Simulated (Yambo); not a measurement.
```
LiBH4
1.0
    4.20278     0.00000     0.00000
   -2.10139     3.63971     0.00000
    0.00000     0.00000     7.42012
H Li B
8 2 2
Direct
  0.33333   0.66667   0.37128
  0.66667   0.33333   0.87128
  0.17516   0.35032   0.59138
  0.82484   0.17516   0.09138
  0.64968   0.82484   0.59138
  0.82484   0.64968   0.09138
  0.17516   0.82484   0.59138
  0.35032   0.17516   0.09138
  0.33333   0.66667   0.11395
  0.66667   0.33333   0.61395
  0.33333   0.66667   0.53560
  0.66667   0.33333   0.03560
```

The geometry is that of Materials Project entry mp-2659898, symmetrised and not relaxed again.

**Question.** Where are the main features of Im ε from RPA with local fields on LDA bands shifted by a G0W0 scissor of 3.21 eV (Yambo; 9×9×4 mesh, 76 bands, 3 Ry local-field block, 0.2 eV broadening; field along x)?

**Answer.** Peaks at 11.9 eV (4.8), 18.2 eV (0.9), heights in brackets. Structure narrower than a few tenths of an eV can come from the finite k mesh. Convergence of the RPA response with its 9×9×4 mesh was not tested. The scissor comes from a G0W0 run whose convergence isn't established. No excitonic effects at this level. 

The structure is a Materials Project entry; no match was found in the copy of COD used, and its stability was not checked.
